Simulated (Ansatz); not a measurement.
# Calculation log, PtS2 (P-3m1) (phonons)

Method: r²SCAN, PAW on Ansatz 0.2.0's default frozen-core files (fitted under PBE), scalar-relativistic.

The cell comes from a PAW relaxation under the same functional.

Launched as:

```sh
ansatz run input.yaml --threads 2 --pin off --max-ram 6144MiB --backend cpu --events-out ev --progress --plain --runs-dir out
```

Input file:

```yaml
crystal:
  lattice:
    - [3.54795398613, 0.0, 0.0]
    - [-1.77397699306, 3.07261828344, 0.0]
    - [0.0, 0.0, 5.60919018974]
  atoms:
    - { symbol: Pt, position: [0.0, 0.0, 0.0] }
    - { symbol: S, position: [0.333333333333, 0.666666666667, 0.21990612295] }
    - { symbol: S, position: [0.666666666667, 0.333333333333, 0.78009387705] }
kpoints:
  mp_grid: { grid: [8, 8, 4] }
scf:
  occupations: { method: fixed }
hamiltonian:
  xc: r2scan
  pseudopotentials: { kind: paw }
phonons:
  method: dfpt
  dielectric: true
  rigid_motions: translations
```

The program printed:

```
Warning: RAYON_NUM_THREADS=2 ignored (pool sized by the plan → 2); use --threads N
Engine: ansatz 0.2.0, x86_64-unknown-linux-gnu
Pseudopotentials: kind: paw
Pseudopotential: Pt, paw, valence charge 18, recommended cutoff 500 eV (meta_gga), Pt.paw.azcp
Pseudopotential: S, paw, valence charge 6, recommended cutoff 500 eV (meta_gga), S.paw.azcp
Functional definition: r2SCAN
  parameter k0 = 0.174
  parameter k1 = 0.065
  parameter a1 = 4.9479
  exchange = r2scan_x(k0 = k0, k1 = k1, a1 = a1)
  correlation = r2scan_c
Crystal: 3 atoms, lattice volume = 61.149 Å³
Basis set: ecut = 500 eV, 1581 PW (Γ), exchange–correlation on 135×135×225 points (125 copies of the dense FFT grid, shifted against one another)
Bands: 19, of which v1, the nominal top of the filled ones, is band 15 counted from 1 (14 counted from 0)
Symmetry: 12 space group operations
k-points: 78 of 256 (irreducible under 2 space group operations, time reversal used)
Non-local potential: Pt, projectors of the file, l = 0: 3, l = 1: 2, l = 2: 2, l = 3: 1
Non-local potential: S, projectors of the file, l = 0: 2, l = 1: 2, l = 2: 2
[... 76 lines left out ...]
    site 0:
         2.91641   -0.00000   -0.00000
        -0.00000    2.91641    0.00000
        -0.00000    0.00000   -0.02882
    site 1:
        -1.45820    0.00000    0.00000
         0.00000   -1.45820   -0.00000
         0.00000   -0.00000    0.01441
    site 2:
        -1.45820    0.00000    0.00000
         0.00000   -1.45820   -0.00000
         0.00000   -0.00000    0.01441
  Z* charge neutrality: 1.526e-3 e pre-enforcement
  solved inside a basis spanned on kpoints, on 10×10×6 k-points, its susceptibility summed on 14×14×8: ε∞ is read to err by 4.5e-2, Z* by 2.0e-2 e (field_mesh: kpoints solves on kpoints); Z* is corrected for what the basis lacks
  optical modes at Γ without the LO–TO term, one row a degenerate level:
      ω (cm⁻¹)  modes    IR ((D/Å)²/amu)
        300.83      2             0.0000
        312.22      2             8.1323
        327.36      1             0.0004
        340.22      1             0.0000
  optical modes at Γ + LO–TO along q̂ = [1.0000, 0.0000, 0.0000]:
      ω (cm⁻¹)  modes    IR ((D/Å)²/amu)
        300.83      2             0.0000
        312.22      1             4.0662
        327.36      1             0.0004
        327.99      1             4.0662
        340.22      1             0.0000
  optical modes at Γ + LO–TO along q̂ = [0.0000, 1.0000, 0.0000]:
      ω (cm⁻¹)  modes    IR ((D/Å)²/amu)
        300.83      2             0.0000
        312.22      1             4.0662
        327.36      1             0.0004
        327.99      1             4.0662
        340.22      1             0.0000
  optical modes at Γ + LO–TO along q̂ = [0.0000, 0.0000, 1.0000]:
      ω (cm⁻¹)  modes    IR ((D/Å)²/amu)
        300.83      2             0.0000
        312.22      2             8.1323
        327.36      1             0.0004
        340.22      1             0.0000
```

Self-consistency was reached.

**Zone-centre phonons**

Harmonic phonons of a crystal by Kohn-Sham DFT at the given cell, standard atomic masses, acoustic sum rule imposed; negative wavenumbers are unstable modes; optical zone-centre levels upwards with Mulliken labels, activity, and the element with most of the kinetic energy.

```json
{
  "Point group": "-3m"
}
```

| number | phonon wavenumber (cm⁻¹) | label | infrared | raman | lead element |
| --- | --- | --- | --- | --- | --- |
| 1 | 300.8 | Eg | no | yes | S |
| 2 | 312.2 | Eu | yes | no | S |
| 3 | 327.4 | A2u | yes | no | S |
| 4 | 340.2 | A1g | no | yes | S |

**Field response**

Linear response of an insulating crystal by Kohn-Sham DFT to a field and to zone-centre displacements, local fields included; Born charges neutralised; LO modes for wave vectors along x and z; Cartesian axes as in the input.

| Quantity | Value |
| --- | --- |
| Dielectric electronic (x, y, z) | 14.05, 14.05, 6.003 |
| Dielectric static (x, y, z) | 15.51, 15.51, 6.004 |
| Highest phonon with field along x | 340.2 cm⁻¹ |
| Highest phonon with field along z | 340.2 cm⁻¹ |
| Highest phonon without field | 340.2 cm⁻¹ |

```tsv
atom	born charge xx (e)	born charge yy (e)	born charge zz (e)
Pt1	2.916	2.916	-0.029
S2	-1.458	-1.458	0.014
S3	-1.458	-1.458	0.014
```

Limits of these numbers: frozen-core PAW files fitted under PBE, their cores solved anew for the functional of the run; no spin-orbit coupling on heavy atoms; no dispersion correction, so the spacing and stiffness between layers or molecules are poor; zone-boundary modes aren't tested; field response not resolved by the mesh; no LO-TO term at the zone centre.

Cost: 2.3 min on 2 threads of AMD EPYC 9R14 (Zen 4), on a shared host, peak memory 1.7 GiB.
